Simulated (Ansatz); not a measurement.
The structure is an experimental refinement, used without relaxation. The listed cell was then made from it by scaling, straining or moving an atom.

Na: DFT, PBEsol, all-electron PAW with datasets made for the crystal, scalar-relativistic (Ansatz 0.2.0). What sets it apart from a plain run of this crystal: equal xx and yy strain of -2 %.

Command: `ansatz run input.yaml --threads 1 --pin off --max-ram 3072MiB --backend cpu --events-out ev --progress --plain --runs-dir out` The run took 5.3 s on 1 thread of Arm Neoverse V2, on a shared host, peak memory 0.32 GiB.

```yaml
crystal:
  lattice:
    - [3.6916609776, 0.0, 0.0]
    - [-1.8458304888, 3.1970721888, 0.0]
    - [0.0, 0.0, 6.154]
  atoms:
    - { symbol: Na, position: [0.3333333333, 0.6666666667, 0.25] }
    - { symbol: Na, position: [0.6666666667, 0.3333333333, 0.75] }
kpoints:
  mp_grid: { grid: [13, 13, 7] }
scf:
  occupations: { method: fermi_dirac, width: 0.05 }
hamiltonian:
  xc: pbesol
  pseudopotentials: { kind: all_electron, datasets: crystal }
output:
  forces: true
  stress: true
  eigenvalues: true
  efg: { contact_densities: true }
```

Output (standing set-up lines are left out):

```
Crystal: 2 atoms, lattice volume = 72.633 Å³
iter 1 solved again at ethr=1.28e-4 eV; its pass at ethr=1.00e-1 eV (dr2=2.31e-2 eV) is discarded
SCF iter   1: F=—  HF=-8819.077098 eV  |F-HF|=—  |Δ(HF+E_count)|=         —  Δρ=3.99e-3  dr2=2.31e-2  ethr=1.28e-4  ⟨swp⟩=5.3  Hψ=7589  notcnv=0
preconditioner: auto → Kerker (q_TF=auto, 2.162 Å⁻¹)  [metal: Δε(μ)=0.088 eV  Ē_g=4.882 eV  σ=0.050 eV  W_gap=0.38  n_scr=10 (ndim 8)  ℏωp=6.2 eV  f_vac=0.000  D(μ)=0.79/eV (n_scr^D=2)]
SCF iter   2: F=—  HF=-8819.069948 eV  |F-HF|=—  |Δ(HF+E_count)|=   7.15e-3  Δρ=2.85e-3  dr2=1.18e-2  ethr=1.28e-4  ⟨swp⟩=2.0  Hψ=1874  notcnv=0
SCF iter   3: F=—  HF=-8819.072527 eV  |F-HF|=—  |Δ(HF+E_count)|=   2.58e-3  Δρ=1.45e-3  dr2=3.10e-3  ethr=6.58e-5  ⟨swp⟩=2.0  Hψ=5867  notcnv=0
SCF iter   4: F=—  HF=-8819.072288 eV  |F-HF|=—  |Δ(HF+E_count)|=   2.39e-4  Δρ=9.29e-4  dr2=1.25e-3  ethr=1.72e-5  ⟨swp⟩=2.0  Hψ=2481  notcnv=0  defer=1
SCF iter   5: F=—  HF=-8819.072351 eV  |F-HF|=—  |Δ(HF+E_count)|=   6.30e-5  Δρ=3.62e-4  dr2=1.91e-4  ethr=6.92e-6  ⟨swp⟩=2.0  Hψ=1868  notcnv=0
iter 6 solved again at ethr=4.08e-8 eV; its pass at ethr=1.06e-6 eV (dr2=7.35e-6 eV) is discarded
SCF iter   6: F=—  HF=-8819.072269 eV  |F-HF|=—  |Δ(HF+E_count)|=   8.18e-5  Δρ=7.49e-5  dr2=7.36e-6  ethr=4.08e-8  ⟨swp⟩=2.2  Hψ=4495  notcnv=0
SCF iter   7: F=—  HF=-8819.072269 eV  |F-HF|=—  |Δ(HF+E_count)|=   2.72e-7  Δρ=1.92e-5  dr2=5.50e-7  ethr=4.08e-8  ⟨swp⟩=2.0  Hψ=1867  notcnv=0
SCF iter   8: F=—  HF=-8819.072269 eV  |F-HF|=—  |Δ(HF+E_count)|=   9.52e-8  Δρ=5.93e-6  dr2=4.69e-8  ethr=3.06e-9  ⟨swp⟩=3.0  Hψ=2179  notcnv=0
SCF iter   9: F=-8819.072269 eV  HF=-8819.072269 eV  |F-HF|=1.36e-10  |Δ(HF+E_count)|=   2.06e-8  Δρ=1.21e-6  dr2=1.92e-9  ethr=2.61e-10  ⟨swp⟩=3.6  Hψ=2470  notcnv=0
SCF 1 converged in 9 iterations: F = -8819.072272 eV  dr2 = 1.92e-9
  Residual-converged pass: ⟨swp⟩=3.5  Hψ=1624  notcnv=0  max |occ|·‖R‖ = 5.3e-6 eV (tolerance 5.3e-6 eV)  dr2=1.92e-9  dr2_onsite=1.77e-9  max |Δocc| = 4.8e-11
  greatest PAW one-centre occupation: 1.000 electrons in one spin orbital (limit 2), on the Na atom at site 1 (counted from 0), in its partial waves of l = 1
SCF converged after 9 iterations
Free energy (F): -8819.072272 eV
Harris-Foulkes:  -8819.072272 eV  (|F-HF|=1.36e-10)
Internal energy: -8819.065270 eV  (E = F + TS)
E sigma→0 (E₀):  -8819.068771 eV
Entropy (-TS):   -0.007002 eV (-3.501 meV/atom)
Past the cutoff: the bands carry plane waves up to 1.75 times it, of which those up to 1.5 times it add -0.000423 eV an atom, each by itself; the spheres take 0.000687 eV an atom off the energy for waves past 1.75 times it
By the cutoff:   a pressure is off by up to 0.008 GPa (1.2 times the spheres' own share and the shells' term, over an atom's volume, and 0.004 GPa: a bound that held against runs at twice the plane waves)
Past the cutoffs: a stress includes 0.0020 GPa for waves and charges beyond them, in addition to the slope of what the spheres take
In the spheres:  the bands' charges fall short by 1.4e-6 e at most (sound up to 1e-3)
Fermi energy:    1.650591 eV
--- Per-component energies (eV) ---
  The terms above E_closure are by the made datasets' own strengths, without shells solved beside the bands.
--- Forces (eV/Å), atoms counted from 1 ---
  atom   1  Na    -0.00000000    -0.00000000     0.00000000
  atom   2  Na    -0.00000000     0.00000000     0.00000000
  max |Σ_I F_I| component: 1.08e-19 eV/Å
--- Stress (GPa, compression-positive) ---
        0.044947       0.000000       0.000000
        0.000000       0.044947       0.000000
        0.000000       0.000000      -0.044675
  P = ⅓ Tr σ = 0.0151 GPa (0.151 kbar)
--- PAW observables at the nuclei: V_zz in 10²¹ V/m², potentials from the cell's mean, atoms counted from 1 ---
  atom   1  Na V_zz =    -0.049880   η = 0.0000   by run symmetry: allowed
            electrostatic potential = -970.342173 V   contact ρ = 5881.269199 e/Å³
  atom   2  Na V_zz =    -0.049880   η = 0.0000   by run symmetry: allowed
            electrostatic potential = -970.342173 V   contact ρ = 5881.269199 e/Å³
--- Band table (eV; the first three rows and the last of 84) ---
  k-point 0: bands = ["-51.0775", "-51.0757", "-23.1820", "-23.1516", "-23.1516", "-23.1469", "-23.1469", "-23.1460", "-1.6636", "2.1066", "2.5201"]
  k-point 1: bands = ["-51.0774", "-51.0758", "-23.1802", "-23.1514", "-23.1514", "-23.1478", "-23.1472", "-23.1472", "-1.5799", "1.2632", "3.5056"]
  k-point 2: bands = ["-51.0772", "-51.0760", "-23.1753", "-23.1529", "-23.1507", "-23.1507", "-23.1478", "-23.1478", "-1.3297", "0.3885", "4.8068"]
  k-point 83: bands = ["-51.0749", "-51.0749", "-23.1771", "-23.1771", "-23.1706", "-23.1687", "-23.1541", "-23.1535", "3.1337", "3.5755", "4.0799"]
```
